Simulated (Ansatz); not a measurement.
**Stress against strain in MgS**

```yaml
crystal:
  lattice:
    - [0.00000, 2.60165, 2.60165]
    - [2.60165, 0.00000, 2.60165]
    - [2.60165, 2.60165, 0.00000]
  atoms:
    - { symbol: Mg, position: [0.00000, 0.00000, 0.00000] }
    - { symbol: S, position: [0.50000, 0.50000, 0.50000] }
```

Atoms are numbered in the order listed.

Conventional cell: a = 5.203 Å, b = 5.203 Å, c = 5.203 Å, α = 90.00°, β = 90.00°, γ = 90.00°. Mg (atom 1) is surrounded by 6 S at 2.60 Å. Around S (atom 2) lie 6 Mg at 2.60 Å.

The geometry is COD entry 9008672, unchecked; take it as a test cell.

Computed with DFT, LDA, all-electron LAPW, scalar-relativistic in Ansatz 0.2.0.

The runs use a Γ-centred 8×8×8 k mesh, Fermi–Dirac smearing of 0.01 eV, basis error target 0.25 meV/atom, no spin polarisation.

The strain is applied along the Cartesian axes of the cell as listed (the other components stay zero). Fractional coordinates are held (clamped ions).

σ is the change of stress from the unstrained cell, which is at -3.25 GPa; tension is positive, so slopes are stress–strain coefficients at that pressure.

Only quantities that a quadratic follows smoothly over the whole series are listed; rougher ones are left out.

```tsv
εzz	σzz (GPa)	σxx (GPa)
-0.0300	-4.83	-1.22
-0.0200	-3.02	-0.79
-0.0100	-1.42	-0.39
0.0000	0.00	0.00
0.0100	1.25	0.37
0.0300	3.30	1.06
```

Problem. Fit the series and read off the stiffness at zero strain.

Solution. Least-squares fits y = p0 + p1 x + p2 x² to the rows give σzz (GPa): p1 = 135, p2 = -850; σxx (GPa): p1 = 38, p2 = -88. So C11 = 135 GPa and C12 = 38 GPa, which gives B = (C11 + 2 C12)/3 = 70 GPa.

Problem. One run, at εzz = 0.0200, is withheld. Predict its row.

Solution. The fits give 2.37, 0.72; the run gave 2.34, 0.72.
